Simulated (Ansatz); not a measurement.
Cr2N:
```cif
data_Cr2N
_chemical_formula_sum 'N1 Cr2'
_space_group_name_H-M_alt 'P-3m1'
_space_group_IT_number 164
_space_group_name_Hall '-P 3 2"'
_cell_length_a 2.80260
_cell_length_b 2.80260
_cell_length_c 4.17542
_cell_angle_alpha 90.000
_cell_angle_beta 90.000
_cell_angle_gamma 120.000
loop_
_atom_site_label
_atom_site_type_symbol
_atom_site_symmetry_multiplicity
_atom_site_Wyckoff_symbol
_atom_site_fract_x
_atom_site_fract_y
_atom_site_fract_z
_atom_site_occupancy
N1 N 1 a 0.00000 0.00000 0.00000 1
Cr1 Cr 2 d 0.33333 0.66667 0.24669 1
```

Relaxed with PBEsol.

### Question
Decompose the optical modes at the zone centre into irreducible representations, and say which are infrared and Raman allowed.

### Answer
Point group -3m: Γ_opt = A1g + A2u + Eg + Eu. Infrared: A2u, Eu. Raman: A1g, Eg.

### Question
Assign frequencies (DFPT, PBEsol in the plane-wave PAW code Ansatz).

### Answer
Eg 204, A1g 355, A2u 559, Eu 591 cm⁻¹.

A made-up cell: these elements were put on the sites of a structure type; neither database checked (COD, Materials Project) lists it. COD files the formula under space group No. 162. Whether it is the stable phase at ambient conditions was not checked. Symmetry was held in the PBEsol relaxation; whether a distortion lowers the energy is not shown. The workflow began spin-polarised and lost its moments. As this level gives no gap, phonon frequencies hold no LO–TO term and depend on the k-mesh and smearing (Fermi–Dirac, 0.1 eV here).

Potentials: the earlier of the program's two PAW sets. The files were generated under PBE; for other functionals the program regenerates the frozen cores, and for LDA and PBEsol the local potential too.
